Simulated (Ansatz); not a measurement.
## What a change of settings does to a run on BiTe

The cell is the one relaxed in the Materials Project (mp-1227339), not relaxed further here; entries there can be hypothetical. The listed cell was then made from it by scaling, straining or moving an atom.

First run: DFT, r2SCAN, PAW with Ansatz's default frozen-core files, scalar-relativistic (Ansatz 0.2.0).

Command: `ansatz run input.yaml --threads 1 --pin off --max-ram 2048MiB --backend cpu --events-out ev --progress --plain --runs-dir out` The run took 13 s on 1 thread of Intel(R) Xeon(R) 6975P-C (Granite Rapids), with other jobs on the host, peak memory 0.76 GiB.

```yaml
crystal:
  lattice:
    - [2.4545891627, 1.4171577138, 3.3609455389]
    - [-2.4545891627, 1.4171577138, 3.3609455389]
    - [0.0, -2.8343154277, 3.3609455389]
  atoms:
    - { symbol: Bi, position: [0.5, 0.5, 0.5] }
    - { symbol: Te, position: [0.0, 0.0, 0.0] }
kpoints:
  mp_grid: { grid: [11, 11, 11] }
scf:
  occupations: { method: fermi_dirac, width: 0.03 }
hamiltonian:
  xc: r2scan
  pseudopotentials: { kind: paw }
output:
  forces: true
  stress: true
  eigenvalues: true
  efg: { contact_densities: true }
```

Result: converged; pressure -2.52 GPa; 7 SCF iterations.

No spin–orbit coupling, which matters for the heavy atoms here.

A second run of a changed input logged this at its end:

```
Error: inconsistent input (scf.n_extra_bands, scf.occupations.method): n_bands = 16 leaves no empty band above the 16 bands per channel that the deck's 31 electrons occupy, and the occupations search for the Fermi level (a smearing at a finite width, or tetrahedra): a level found among occupied bands alone can fill a metal as an insulator; raise scf.n_extra_bands until at least 17 bands are solved (omitted, it auto-derives to 22) (see scf.n_extra_bands in the input reference)
```

Task: What was wrong with the input?

Result: Too few bands, by this change (others could give a like log):
```diff
@@ -10,5 +10,7 @@
   mp_grid: { grid: [11, 11, 11] }
 scf:
-  occupations: { method: fermi_dirac, width: 0.03 }
+  occupations: { method: fermi_dirac, width: 0.3 }
+  n_extra_bands: 0
+  max_iter: 100
 hamiltonian:
   xc: r2scan
```
